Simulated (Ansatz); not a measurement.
# LiMg: hydrostatic pressure series

All numbers below come from DFT r2SCAN, scalar-relativistic, plane waves, PAW (Ansatz 0.2.0). (500 eV cutoff, 12×12×12 k-mesh, Gaussian smearing of 0.10 eV, no spin polarisation)

The relaxed crystal:

```yaml
crystal:
  lattice:
    - [3.43197, 0.00000, 0.00000]
    - [0.00000, 3.43197, 0.00000]
    - [0.00000, 0.00000, 3.42968]
  atoms:
    - { symbol: Li, position: [0.00000, 0.00000, 0.00000] }
    - { symbol: Mg, position: [0.50000, 0.50000, 0.50000] }
```

Cell and atoms are relaxed at each pressure within the symmetry of the start, at zero temperature, so transitions that lower the symmetry aren't seen. The k-mesh given is that at zero pressure and may differ at others.

Task: Give the structure at 4 GPa.

Result:
```yaml
crystal:
  lattice:
    - [3.29523, 0.00000, 0.00000]
    - [0.00000, 3.29523, 0.00000]
    - [0.00000, 0.00000, 3.29448]
  atoms:
    - { symbol: Li, position: [0.00000, 0.00000, 0.00000] }
    - { symbol: Mg, position: [0.50000, 0.50000, 0.50000] }
```
It takes space group Pm-3m (No. 221, cubic). The conventional cell has a = 3.295 Å, b = 3.295 Å, c = 3.295 Å, α = 90.00°, β = 90.00°, γ = 90.00°. Around Li (site symmetry m-3m) lie 8 Mg at 2.85 Å. Mg (site symmetry m-3m) has 8 Li at 2.85 Å as nearest neighbours.